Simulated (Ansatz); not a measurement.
Al₂O₃ (corundum)

```
CELL_PARAMETERS angstrom
      2.40399     1.38794     4.37387
     -2.40399     1.38794     4.37387
      0.00000    -2.77589     4.37387
ATOMIC_POSITIONS crystal
  Al 0.35213 0.35213 0.35213
  Al 0.14787 0.14787 0.14787
  Al 0.64787 0.64787 0.64787
  Al 0.85213 0.85213 0.85213
  O  0.55616 0.94384 0.25000
  O  0.25000 0.55616 0.94384
  O  0.94384 0.25000 0.55616
  O  0.44384 0.05616 0.75000
  O  0.75000 0.44384 0.05616
  O  0.05616 0.75000 0.44384
```

Equation-of-state scan: isotropic scaling of the cell above, V₀ being its volume. The atoms relax within the cell's symmetry.

Method: PBE (plane waves to 420 eV, PAW, scalar-relativistic; Ansatz, a first-principles code). k mesh 8×8×8 (Γ-centred), Fermi-Dirac smearing 0.05 eV. The energy includes the smearing's −TS. Stress and pressure are positive under compression. With the shape held, the modulus is that of even scaling; a crystal free to change shape is softer. Al2O3 was relaxed with its symmetry unable to fall. The PAW data are Ansatz's earlier set. ΔE is measured from the relaxed starting cell.

```csv
V (Å³/atom),ΔE (meV/atom)
7.881,withheld
8.056,46.3
8.231,25.2
8.406,10.8
8.581,2.6
8.756,0.0
8.931,2.4
9.107,9.4
9.282,20.5
9.457,35.4
9.632,53.6
```

**Question.** Fit a third-order Birch-Murnaghan form (E₀, V₀, B₀, B₀′ free) to the given rows and predict ΔE at V = 7.881.

**Answer.** Least squares on the 10 given rows: ΔE = E₀ + (9V₀B₀/16)·y²·[2 + (B₀′ − 4)y], y = (V₀/V)^(2/3) − 1, with V₀ = 8.757 Å³/atom, B₀ = 230.3 GPa (160.2 GPa = 1 eV/Å³; the term in eV is multiplied by 1000), B₀′ = 3.98, E₀ = -0.01 meV/atom; root-mean-square residual 0.02 meV/atom. At 7.881 the fit gives 75.0 meV/atom; the calculation gives 75.1 meV/atom, so the extrapolation is off by -0.1 (-0.1 %). For the pressure the fit gives 29.9 GPa against the computed 30.0 GPa.

(Under strain, the slope of the energy per volume gives the stress and its curvature an elastic modulus.)
